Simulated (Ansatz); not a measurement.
## Cs: levels along high-symmetry lines

```xyz
1
Lattice="-3.0225 3.0225 3.0225 3.0225 -3.0225 3.0225 3.0225 3.0225 -3.0225" Properties=species:S:1:pos:R:3 pbc="T T T"
Cs    0.0000    0.0000    0.0000
```

The cell is a measured one (Crystallography Open Database entry 9011010); the temperature and pressure of the measurement aren't taken into account, and nothing was relaxed.

No spin–orbit coupling, which matters for the heavy atoms here.

Method: DFT, LDA, all-electron LAPW, scalar-relativistic in Ansatz 0.2.0.

Numerical set-up: a Γ-centred 9×9×9 k mesh, Fermi–Dirac smearing of 0.05 eV, basis error target 1 meV/atom, no spin polarisation.

Points in fractions of the reciprocal vectors of this cell: Γ (0, 0, 0), H (0.5, -0.5, 0.5), N (0, 0, 0.5), P (0.25, 0.25, 0.25). The path joins them by straight lines in the order Γ–H–N–Γ–P–H–P–N; legs that retrace an earlier one aren't tabulated. Energies are in eV from the Fermi level.

Task: Metal or insulator at this level of theory?

Result: No gap opens: metallic or semimetallic.

Task: Tabulate bands 7 to 12, counted from the lowest band of the run, along the path.

Result: 
```
k (1/Å)  point  band 7  band 8  band 9  band 10  band 11  band 12
   0.00      Γ  -10.53  -10.53  -10.53    -1.73     2.46     2.46
   0.15         -10.55  -10.54  -10.54    -1.61     2.38     2.38
   0.30         -10.57  -10.56  -10.56    -1.27     2.26     2.26
   0.45         -10.61  -10.58  -10.58    -0.75     1.81     2.21
   0.59         -10.63  -10.60  -10.60    -0.13     1.31     2.30
   0.74         -10.64  -10.63  -10.63     0.42     0.94     2.54
   0.89         -10.65  -10.64  -10.64     0.63     0.72     2.75
   1.04      H  -10.65  -10.65  -10.65     0.64     0.64     3.10
   1.14         -10.65  -10.65  -10.64     0.66     0.67     2.76
   1.25         -10.66  -10.64  -10.63     0.70     0.72     2.26
   1.35         -10.67  -10.63  -10.61     0.69     0.76     1.99
   1.46         -10.68  -10.61  -10.58     0.48     0.83     2.04
   1.56         -10.69  -10.60  -10.56     0.24     0.91     1.81
   1.67         -10.69  -10.59  -10.54     0.06     0.96     1.66
   1.77      N  -10.70  -10.59  -10.54     0.00     0.98     1.61
   1.88         -10.69  -10.59  -10.54    -0.15     1.07     1.64
   1.98         -10.67  -10.58  -10.53    -0.49     1.29     1.72
   2.09         -10.64  -10.57  -10.53    -0.87     1.57     1.86
   2.19         -10.60  -10.56  -10.53    -1.22     1.90     2.04
   2.30         -10.57  -10.54  -10.53    -1.50     2.22     2.23
   2.40         -10.54  -10.54  -10.53    -1.67     2.39     2.41
   2.51      Γ  -10.53  -10.53  -10.53    -1.73     2.46     2.46
   2.64         -10.55  -10.54  -10.54    -1.64     2.36     2.36
   2.77         -10.58  -10.54  -10.54    -1.38     2.09     2.09
   2.90         -10.62  -10.55  -10.55    -0.98     1.75     1.75
   3.02         -10.65  -10.56  -10.56    -0.48     1.45     1.45
   3.15         -10.66  -10.58  -10.58     0.10     1.23     1.23
   3.28         -10.65  -10.60  -10.60     0.67     1.10     1.10
   3.41      P  -10.61  -10.61  -10.61     1.03     1.03     1.03
   3.54         -10.63  -10.63  -10.58     0.93     0.99     0.99
   3.67         -10.64  -10.64  -10.56     0.81     0.96     0.96
   3.80         -10.65  -10.65  -10.56     0.90     0.92     0.92
   3.92         -10.65  -10.65  -10.58     0.85     0.85     1.25
   4.05         -10.65  -10.65  -10.61     0.75     0.75     1.83
   4.18         -10.65  -10.65  -10.64     0.67     0.67     2.58
   4.31      H  -10.65  -10.65  -10.65     0.64     0.64     3.10
   5.21      P  -10.61  -10.61  -10.61     1.03     1.03     1.03
   5.28         -10.63  -10.61  -10.60     0.93     0.98     1.09
   5.36         -10.65  -10.61  -10.58     0.72     0.96     1.17
   5.43         -10.66  -10.60  -10.56     0.49     0.96     1.28
   5.51         -10.68  -10.60  -10.55     0.28     0.96     1.39
   5.58         -10.69  -10.59  -10.54     0.13     0.97     1.50
   5.66         -10.69  -10.59  -10.54     0.03     0.98     1.58
   5.73      N  -10.70  -10.59  -10.54     0.00     0.98     1.61
```
